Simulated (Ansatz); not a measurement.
CsSnBr₃ (cubic perovskite), relaxed with PBE (Ansatz, a first-principles code, plane waves, PAW): a = b = c = 5.887 Å, α = β = γ = 90.00°.

| Quantity | Value |
|---|---|
| gap (eV) | 0.63 |
| B₀ by P(V) fit (GPa) | 19.2 |

The same phase is relaxed and computed with HSE06 in the same code. What are the cell and these values now?

a = b = c = 5.8719 Å, α = β = γ = 90.00°.

* **gap (eV)**: 1.03
* **B₀ by P(V) fit (GPa)**: 20.7

All cells were relaxed under the symmetry of their starts (and spin orders); stability against distortions was not tested throughout. Spin–orbit coupling is left out wherever it is not named.

Potentials: the later of the program's two PAW sets.

Ansatz is a plane-wave DFT program.
